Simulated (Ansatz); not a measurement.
The end of the path is a generated cell of CsBS2: the first start was made by placing the elements on the sites of a structure type, and the end was not matched to a known phase here, so it may be hypothetical.

A geometry of CsBS2 away from equilibrium: step 3 of the relaxation of a generated trial cell of CsBS2 in the AFLOW prototype AB2C_oC16_63_c_2c_c (as in SrCuO2). Method: PBE (plane waves to 420 eV, PAW, scalar-relativistic; Ansatz, a program for electronic structure). Γ-centred k-mesh 5×5×5 on the run's cell (coarser than for final values), Fermi–Dirac smearing 0.05 eV. The plane waves were selected for a different cell earlier on the path.

```
CsBS2
1.0
    2.37922    -9.87479     0.00000
    2.37922     9.87479     0.00000
    0.00000     0.00000     4.93662
B S Cs
2 4 2
Direct
  0.93845   0.06155   0.75000
  0.06155   0.93845   0.25000
  0.04075   0.95925   0.75000
  0.95925   0.04075   0.25000
  0.83914   0.16086   0.75000
  0.16086   0.83914   0.25000
  0.66820   0.33180   0.75000
  0.33180   0.66820   0.25000
```

Give the Cartesian forces on all atoms (eV/Å).


| atom | Fx | Fy | Fz |
|---|---|---|---|
| B1 | 0.00 | -0.19 | 0.00 |
| B2 | 0.00 | 0.19 | 0.00 |
| S3 | 0.00 | 2.39 | 0.00 |
| S4 | 0.00 | -2.39 | 0.00 |
| S5 | 0.00 | -3.26 | 0.00 |
| S6 | 0.00 | 3.26 | 0.00 |
| Cs7 | 0.00 | 0.21 | 0.00 |
| Cs8 | 0.00 | -0.21 | 0.00 |

The path ends in Cmcm (No. 63). No spin polarisation in the result.

The run could not lose the symmetry of its start, so the end can be a saddle point.
